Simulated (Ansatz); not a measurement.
Cu Kα1 powder pattern (kinematic, no thermal factors).
```tsv
2θ (°)	relative intensity	assignment
15.02	23	1 0 0
21.30	2	1 1 0
26.16	100	1 1 1
30.30	97	2 0 0
33.98	12	2 1 0
37.34	1	2 1 1
43.38	72	2 2 0
46.16	6	3 0 0
51.37	46	3 1 1
53.83	25	2 2 2
56.22	3	3 2 0
63.03	12	4 0 0
65.21	4	4 1 0
69.45	19	3 3 1
71.53	32	4 2 0
73.58	2	4 2 1
79.61	24	4 2 2
81.60	1	5 0 0
85.54	15	5 1 1
89.46	2	5 2 0
```

The pattern is computed from a structure relaxed with DFT PBE, scalar-relativistic, plane waves, PAW (Ansatz 0.2.0). No spin polarisation. Its elements are Ga, I, Sr.

**Question.** Give the structure.

**Answer.** SrGaI3.
Space group Pm-3m (No. 221). a = 5.894 Å, b = 5.894 Å, c = 5.894 Å, α = 90.00°, β = 90.00°, γ = 90.00°
```json
{"atom": "Sr", "site": "1b", "symmetry": "m-3m", "x": "0.5000", "y": "0.5000", "z": "0.5000"}
{"atom": "Ga", "site": "1a", "symmetry": "m-3m", "x": "0.0000", "y": "0.0000", "z": "0.0000"}
{"atom": "I", "site": "3d", "symmetry": "4/mm.m", "x": "0.5000", "y": "0.0000", "z": "0.0000"}
```

A pattern alone doesn't exclude other cells with like lines; this is the one computed.

The structure comes from a generated guess; another structure or a mixture of phases may lie lower.
